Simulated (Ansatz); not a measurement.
NiO:
```yaml
crystal:
  lattice:
    - [0.00000, 2.59968, 2.59968]
    - [2.59968, 0.00000, 2.59968]
    - [2.59968, 2.59968, 0.00000]
  atoms:
    - { symbol: Ni, position: [0.00000, 0.00000, 0.00000], spin: 1.1 }
    - { symbol: O, position: [0.25000, 0.25000, 0.25000] }
    - { symbol: Ni, position: [0.50000, 0.50000, 0.50000], spin: -1.1 }
    - { symbol: O, position: [0.75000, 0.75000, 0.75000] }
```

Relaxed with PBE. Special points in fractions of this cell's reciprocal vectors: Γ (0.000, 0.000, 0.000); X (0.500, 0.000, 0.500); U (0.625, 0.250, 0.625); K (0.375, 0.375, 0.750); L (0.500, 0.500, 0.500); W (0.500, 0.250, 0.750).

Task: List the band energies nearest the Fermi level at these points for the program Ansatz at the PBE level (PAW).

Result: In eV from the Fermi level; about four levels below and three above (degenerate sets whole), none deeper than 8.9 eV; points with the same levels are listed once.

```json
[
 {"k": "Γ ↑", "below": "-1.31 -1.31 -1.31 -0.47 -0.47", "above": "0.85 0.85 0.85"},
 {"k": "X ↑", "below": "-1.66 -0.61 -0.56 -0.49", "above": "0.60 0.60 5.83"},
 {"k": "U ↑", "below": "-0.78 -0.67 -0.46 -0.13", "above": "0.63 6.30 7.64"},
 {"k": "L ↑", "below": "-1.48 -1.48 -0.71 -0.71 -0.67", "above": "0.39 0.39 5.80"},
 {"k": "W ↑", "below": "-0.61 -0.56 -0.48 -0.48", "above": "0.32 6.94 7.10"}
]
```

Space group Pm-3m (CsCl type). A made-up cell: these elements were put on the sites of a structure type; neither database checked (COD, Materials Project) lists it. It is not the phase usual at ambient conditions (space group No. 225). The PBE relaxation kept the symmetry of its start, as lowered by the spin order; whether a distortion lowers the energy is not shown. Spin order of the final state: antiferromagnetic, chosen from 3 collinear starts compared on coarse meshes (ties went to the first, and starts can fall back to one state), not a proven ground state. Other orbital occupations within this spin state were not tried. No Hubbard U is applied. The compound may be a true metal, but semilocal functionals without U, or a wrong spin order, can also close a gap. Point labels and valley counts follow the cell and symmetry of the run, lower than the named group.

Potentials: the later of the program's two PAW sets.
